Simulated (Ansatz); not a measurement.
The start is a generated cell, GaP built in the zincblende structure type. The structure is fully relaxed (lattice and positions, P = 0) with r2SCAN (plane waves to 500 eV, PAW, scalar-relativistic; Ansatz, a program for electronic structure). The first steps use a coarse 7×7×7 k-mesh.

Input geometry:
```
GaP
1.0
    0.00000     2.69884     2.69884
    2.69884     0.00000     2.69884
    2.69884     2.69884     0.00000
P Ga
1 1
Direct
  0.75000   0.75000   0.75000
  0.00000   0.00000   0.00000
```

**Question.** What pressure does the first self-consistent step give?

**Answer.** +2.8 GPa (positive: the cell is compressed).

**Question.** How much energy is released per atom?

**Answer.** 0.005 eV/atom.

**Question.** How does the volume change?

**Answer.** +3.0 %, from 19.66 to 20.25 Å³/atom.

**Question.** How do the shortest distances between atoms change?

**Answer.** The closest pairs of elements (up to four, under 3.6 Å), start → end: Ga–P 2.34 → 2.36 Å.

**Question.** What band gap does the relaxed structure have at this level?

**Answer.** 1.85 eV, indirect (valence top at Γ, conduction bottom at 87 % of the way from Γ to X) (no spin-orbit coupling).

**Question.** What does it relax into? Give the structure.

**Answer.** 
Space group F-43m (No. 216); a = b = c = 5.4517 Å, α = β = γ = 90.00°

```
atom  site  symmetry       x       y       z
----  ----  --------  ------  ------  ------
P       4c      -43m  0.2500  0.2500  0.2500
Ga      4a      -43m  0.0000  0.0000  0.0000
```
(The calculation used a cell of 2 atoms; values per cell refer to that cell.)

The space group stays F-43m (No. 216) (the run could not lower it); the end is zinc blende type, with 2 atoms in the primitive cell. Final values are on a 10×10×10 k-mesh of the relaxed cell. No spin polarisation in the result.

The run could not lose the symmetry of its start; a randomly shaken copy of 2 atoms returns to this structure.

All atoms sit on sites fixed by symmetry, so only the cell could relax.
